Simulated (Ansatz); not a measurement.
## Formation energy of AuAs (zincblende structure)

Method: PBEsol, scalar-relativistic; no spin polarisation; PAW, 420 eV, Γ-centred 10×10×10 mesh, 0.05 eV Gaussian smearing; code Ansatz; PAW files: Ansatz's generated set soft_2.

The structure was built from a prototype; whether the compound forms in it isn't claimed.

Symmetry: F-43m, No. 216, cubic system. Conventional cell: a = 5.737 Å, b = 5.737 Å, c = 5.737 Å, α = 90.00°, β = 90.00°, γ = 90.00°. Around Au (site symmetry -43m) lie 4 As at 2.48 Å. Around As (site symmetry -43m) lie 4 Au at 2.48 Å. (Shells end 15 % past the nearest neighbour.)

The elements were computed in their standard states with the same datasets, cutoff and functional. Total energies depend on the potentials used, so only differences within one code and one set of settings carry meaning.

Energy of the relaxed cell (2 atoms, smearing extrapolated to zero): -17819.546 eV. Elements, in eV/atom: Au -13007.100, As -4813.023.

Q: What is the formation energy?

A: [-17819.546 − (1 × -13007.100 + 1 × -4813.023)] / 2 = 0.29 eV/atom, or 28 kJ per mole of atoms.

The value is for 0 K, without zero-point energy. A positive value means that this structure is unstable even against the elements at this level.

Scalar-relativistic only: spin–orbit splittings of the heavy atoms' levels are missing.
